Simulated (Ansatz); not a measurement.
# Is this AlGa2N3 structure a true minimum?

The structure comes from a generated guess, relaxed at this level; another structure or a mixture of phases may lie lower.

Theory: DFT PBE, scalar-relativistic, plane waves, PAW in Ansatz. Plane waves to 420 eV, a k mesh through Γ of 12×12×12 on the computed 6-atom cell and Gaussian smearing (0.02 eV); no spin polarisation.

The cell below (6 atoms, space group I-4m2 (No. 119)) is relaxed within its symmetry.

```
CELL_PARAMETERS angstrom
-1.59232 1.59232 6.73581
1.59232 -1.59232 6.73581
1.59232 1.59232 -6.73581
ATOMIC_POSITIONS crystal
Al 0.50000 0.50000 0.00000
Ga 0.83539 0.83539 0.00000
Ga 0.16461 0.16461 0.00000
N 0.42152 0.92152 0.50000
N 0.07848 0.57848 0.50000
N 0.75000 0.25000 0.50000
```

For the test a repeat of it with 12 atoms (edges 3.18, 6.37, 7.10 Å) was strained at random (σ = 1.5 % a component), the atoms were moved at random (σ = 0.15 Å), and all was relaxed again on a coarse 4×2×4 mesh (in the run’s order of axes) with 0.10 eV smearing, with no symmetry imposed.

Question: Is the structure stable against such a distortion?

Answer: It returns, within 1 meV/atom of the unmoved cell on that mesh and with the same symmetry when read at 0.1 Å. So it is stable against the distortions that fit this cell and that this random move excites. Modes that don't fit the cell aren't tested.
